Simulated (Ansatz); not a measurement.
A comparison from first-principles data. Bulk modulus and its pressure derivative give the pressure that a small compression needs; a soft, simple solid makes a sensitive pressure gauge, a stiff one a good anvil or seat.

NaCl serves as the reference. Hydrostatic compression by 3 % of the volume (V₀/V = 1.0309), no change of phase.

Computed with Ansatz, a plane-wave PAW program. B₀, B₀′: r²SCAN, Birch–Murnaghan fit of energy against volume; volume per atom: r²SCAN, relaxed cell.

Runs started from generated or typed cells of the structure named: NaCl. Whether these are the forms stable at ambient conditions was not checked: YSb (rock salt); HfMo2 (Fd-3m, cF24); Au2Bi (Fd-3m, cF24). Spin–orbit coupling is left out unless named.

Definitions used: linear estimate = B₀ × compression; P = (B₀/B₀′)[(V₀/V)^B₀′ − 1]; modulus under load = B₀ + B₀′P; relative pressure = P/P_ref.

| crystal | B₀ (GPa) | B₀′ | V (Å³/atom) | linear estimate (GPa) | Murnaghan pressure (GPa) | modulus there (GPa) | pressure (relative) |
|---|---|---|---|---|---|---|---|
| NaCl (rock salt), reference | 27.5 | 4.7 | 22.04 | 0.83 | 0.8997 | 31.7 | 1.00 |
| YSb (rock salt) | 63.5 | 3.9 | 29.93 | 1.9 | 2.052 | 71.5 | 2.3 |
| HfMo2 (Fd-3m, cF24) | 206 | 3.8 | 17.92 | 6.2 | 4.320 | 222 | 4.8 |
| Au2Bi (Fd-3m, cF24) | 111 | 5.5 | 21.54 | 3.3 | 3.677 | 131 | 4.1 |

**Question.** In one row the value of «Murnaghan pressure (GPa)» was worked out wrongly and carried along the row. Which row, and what follows once it is corrected?

**Answer.** The row of HfMo2 (Fd-3m, cF24) shows 4.320. From its own inputs, P = (206/3.8) × (1.0309^3.8 − 1) = 6.646 GPa. Carried on: modulus there: 206 + 3.8 × 6.646 = 231 GPa; relative pressure: 6.646/0.8997 = 7.4. The other rows agree with the rules.

With the correction: In order of relative pressure, highest first: HfMo2 (Fd-3m, cF24) (7.4 ± 0.37), Au2Bi (Fd-3m, cF24) (4.1 ± 0.21), YSb (rock salt) (2.3 ± 0.11), NaCl (1.00 ± 0.050). The ± follows from allowances picked for this note (B₀ 5 %, B₀′ 0.4), carried to first order and added in quadrature, each row's own inputs moving alone; ≈ joins neighbours closer than their two ± added in quadrature.

B₀′ is the least certain number of such a fit, often by half a unit. Where several phases of a formula are at hand, those over 0.1 eV/atom above the lowest were not drawn (by r²SCAN where it compared them, else by the largest value; a layered or molecular lowest phase counts only with a dispersion term); other phases could lie lower still. The rows are a sample and no shortlist: familiar crystals first, some related and some not, whatever their agreement with measurement; tables with many equal figures were not kept. Limits of the draw: no layered crystals, B₀′ of 2 to 8; no unfamiliar magnets, and cubic perovskites only if shown or known to be stable. As a rule kept out of such tables: 4f compounds, open-shell compounds run without a Hubbard term, cells found unstable in the tests at hand, cells close to a higher symmetry, and runs set to a pressure or over 12 % in volume from the crystal's fullest run.
